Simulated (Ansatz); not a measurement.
Suppose NbSn₂S₃ takes space group P6/mmm (No. 191), with Nb on 1b; Sn on 2d; S on 1a and 2e.

The calculation used DFT PBE, scalar-relativistic, plane waves, PAW in Ansatz 0.2.0. Cutoff 420 eV, Γ-centred mesh, Gaussian smearing, no spin polarisation.

Energies over the elements count from the elements' standard structures at the same level, with no fitted energy shifts. The references include grey tin.

Question: Predict the relaxed structure.

Answer:

Space group P6/mmm (No. 191). a = 5.220 Å, b = 5.220 Å, c = 9.016 Å, α = 90.00°, β = 90.00°, γ = 120.00°
```csv
atom,site,symmetry,x,y,z
Nb,1b,6/mmm,0.0000,0.0000,0.5000
Sn,2d,-6m2,0.3333,0.6667,0.5000
S,1a,6/mmm,0.0000,0.0000,0.0000
S,2e,6mm,0.0000,0.0000,0.2432
```

Nb is surrounded by 2 S at 2.32 Å and 6 Sn at 3.01 Å; Sn has 3 Nb at 3.01 Å, 3 Sn at 3.01 Å and 6 S at 3.80 Å; S on a site of symmetry 6/mmm has 2 S at 2.19 Å; S on a site of symmetry 6mm is surrounded by 1 S at 2.19 Å, 1 Nb at 2.32 Å and 6 Sn at 3.80 Å. Another local minimum with the same sites may exist.

Question: Where does its energy lie, and is it a metal?

Answer: The energy over the elements is +0.23 eV/atom and the gap on the 12×12×4 mesh of the 6-atom cell is 0 eV (a metal). It can't be a ground state, since the elements alone are lower.

The last run used Gaussian smearing of 0.10 eV. An odd number of electrons in the primitive cell allows no gap without spin; a larger cell or a magnetic state could open one. The reference form of S is held partly by dispersion forces, which this level lacks. Symmetry constrained the relaxation, so the result can be a saddle point.
